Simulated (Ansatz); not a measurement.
Recipe of this trial structure of InRhC6N6: cyanide-bridged rock-salt net of two metals, 0 guest cations a cell (Fm-3m, No. 225). The dimensions are guesses.

```
In Rh C N
1.0
     0.00000    5.17850    5.17850
     5.17850    0.00000    5.17850
     5.17850    5.17850    0.00000
In Rh C N
1 1 6 6
Direct
  0.00000 0.00000 0.00000
  0.50000 0.50000 0.50000
  0.80680 0.19320 0.19320
  0.19320 0.80680 0.19320
  0.19320 0.19320 0.80680
  0.19320 0.80680 0.80680
  0.80680 0.19320 0.80680
  0.80680 0.80680 0.19320
  0.69383 0.30617 0.30617
  0.30617 0.69383 0.30617
  0.30617 0.30617 0.69383
  0.30617 0.69383 0.69383
  0.69383 0.30617 0.69383
  0.69383 0.69383 0.30617
```

These are results of DFT PBE, scalar-relativistic, plane waves, PAW (Ansatz), not measurements. Cutoff 420 eV, Gaussian smearing, Γ-centred meshes. Cell and atoms relax first on a coarse mesh and then on a converged one. In between, the cell is made exact in the group found at 0.06 Å. The steps can't lower the symmetry of their start. Collinear spin, starting moments Rh 1.0 μB; they died out on the coarse mesh, so the last step has no spin.

A guess keeps its type if space group and coordination stay and the shape of the cell changes little (axis ratios within about 15 %, angles within 6°); the volume may change.

Q: Does this structure survive the relaxation?

A: It keeps its type. The symmetry stays Fm-3m (No. 225). The volume per atom grows by 18.1 %, from 19.8 to 23.4 Å³. The shortest distance goes from 1.17 Å (C–N) to 1.16 Å (C–N). Counting neighbours within 15 % of an atom's shortest distance, the start has C 1, In 6, N 1, Rh 6 and the end C 1, In 6, N 1, Rh 6.

The zero of energy is the elements' standard structures at the same level (N₂ as a molecule); no fitted shifts are applied.

Q: At what energy does it end?

A: +0.472 eV/atom. It can't be a ground state, since the elements alone are lower.

The last run used a 4×4×4 mesh for its 14-atom cell and Gaussian smearing of 0.02 eV. The reference form of C is held partly by dispersion forces, which this level lacks. A structure relaxed within its symmetry needn't be a true minimum.
